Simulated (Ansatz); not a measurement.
GaN in space group P6_222 (No. 180; Ga on 3d, N on 3c), r²SCAN (plane waves, PAW; program Ansatz). The conduction-band minimum lies at Γ, with 1 equivalent valley. Second derivatives d²E/dk² of the lowest band at one valley (eV·Å²), along Cartesian directions:…

```
direction  d²E/dk²
---------  -------
[100]        51.02
[010]        51.02
[001]        48.21
[110]        51.02
[101]        49.62
[011]        49.62
```

Q: Find the principal effective masses, the density-of-states mass and the conductivity mass.

A: Off-diagonal terms follow from H_xy = H[110] − (H_xx + H_yy)/2, and m*/mₑ = 7.620 eV·Å² over each eigenvalue: 0.15, 0.15, 0.16. One valley's DOS mass (m₁m₂m₃)^(1/3) = 0.15, conductivity mass 3/(Σ 1/mᵢ) = 0.15 mₑ.

Q: What effective density of states Nc follows at 300 K for parabolic valleys?

A: Nc = 2.509e19 × 1 × (0.15)^(3/2) ≈ 1.5e18 cm⁻³.

The start of the workflow was typed in or built on a structure type; neither database checked (COD, Materials Project) lists it. It is not the phase usual at ambient conditions (space group No. 186, 216). The cell was relaxed with r²SCAN under the symmetry of its start; whether a distortion lowers the energy is not shown. Spin–orbit coupling is left out wherever it is not named.

Potentials: the later of the program's two PAW sets.

Edges and masses are those of Kohn–Sham bands, whose gap is no quasiparticle gap.
